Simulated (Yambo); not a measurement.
Yambo input for a free-standing SnS$_{2}$ monolayer (symmetry P-3m1, slab cell 15.9 Å high) (a = b = 3.665 Å, c = 15.900 Å, α = β = 90.00°, γ = 120.00°), on PBE (stringent potentials; pw.x of Quantum ESPRESSO, ONCV potentials, scalar-relativistic) wavefunctions on a 24×24×1 mesh:

```
rim_cut
optics
chi
dipoles
kernel
RandQpts= 1000000
RandGvec= 2 Ry
CUTGeo= "slab z"
FFTGvecs= 30 Ry
Chimod= "HARTREE"
NGsBlkXd= 2 Ry
% QpntsRXd
 1 | 1 |
%
% BndsRnXd
 5 | 51 |
%
GrFnTpXd= "R"
% EnRngeXd
 0.0 | 20.0 | eV
%
% DmRngeXd
 0.2 | 0.2 | eV
%
CGrdSpXd= 50
ETStpsXd= 161
% LongDrXd
 1.0 | 0.0 | 0.0 |
%
```

First lines of the file o-*.alpha_q1_inv_rpa_dyson:

```
Polarizability  ( -<<X>> ) @ Q(1):   1.00000000     0.00000000     0.00000000    [q->0 direction]
#
# Polarizability units: length
#
# [ X ] Hartree size     :   69
# [GEN] GF Energies     : Perdew, Burke & Ernzerhof(X)+Perdew, Burke & Ernzerhof(C)
# [GEN] Green`s Function     : Retarded
#
# [GEN] Gauge     : Length
# [GEN] [r,Vnl] included     : yes
#
#    E[1] [eV]     Im(alpha)     Re(alpha)     Im(alpha_o)     Re(alpha_o)
#
     0.000000     -0.146694E-7     6.035701     0.70457E-17     6.875926
     0.125000     0.014709     6.040235     0.016637     6.881057
     0.250000     0.029632     6.053902     0.033508     6.896518
     0.375000     0.044992     6.076893     0.050860     6.922522
     0.500000     0.061039     6.109542     0.068963     6.959435
     0.625000     0.078060     6.152338     0.088132     7.007792
     0.750000     0.096406     6.205953     0.108748     7.068331
     0.875000     0.116521     6.271284     0.131290     7.142029
     1.000000     0.138997     6.349508     0.156394     7.230171
     1.125000     0.164663     6.442174     0.184945     7.334439
     1.250000     0.194746     6.551324     0.218246     7.457046
     1.375000     0.231196     6.679679     0.258353     7.600927
     1.500000     0.277387     6.830824     0.308799     7.769946
     1.625000     0.339739     7.009065     0.376265     7.968764
     1.750000     0.430914     7.216780     0.473879     8.200190
     1.875000     0.568642     7.443677     0.620234     8.454310
     2.000000     0.753143     7.665423     0.816919     8.706651
     2.125000     0.970076     7.874956     1.050916     8.948604
     2.250000     1.210273     8.062307     1.311771     9.167285
     2.375000     1.430346     8.258542     1.551483     9.395287
     2.500000     1.693013     8.517629     1.834111     9.692139
     2.625000     2.043447     8.794927     2.208401     10.01344
     2.750000     2.500779     9.072591     2.696545     10.34298
     2.875000     3.112096     9.257453     3.349814     10.58285
     3.000000     3.747730     9.247975     4.033577     10.62636
     3.125000     4.256918     9.071165     4.584099     10.51549
     3.250000     4.575975     9.016667     4.967730     10.56191
     3.375000     4.994952     9.063395     5.499547     10.72249
     3.500000     5.371663     9.173905     6.046985     10.95373
     3.625000     5.942169     9.624129     6.890751     11.50909
     3.750000     7.358253     10.12795     8.730645     11.98394
```
(The file goes on to the top of the energy range; α is in bohr.) Convergence of the RPA response with its 24×24×1 mesh was not tested.

Spin-orbit coupling is not included.

Geometry relaxed with PBE+D3(BJ).
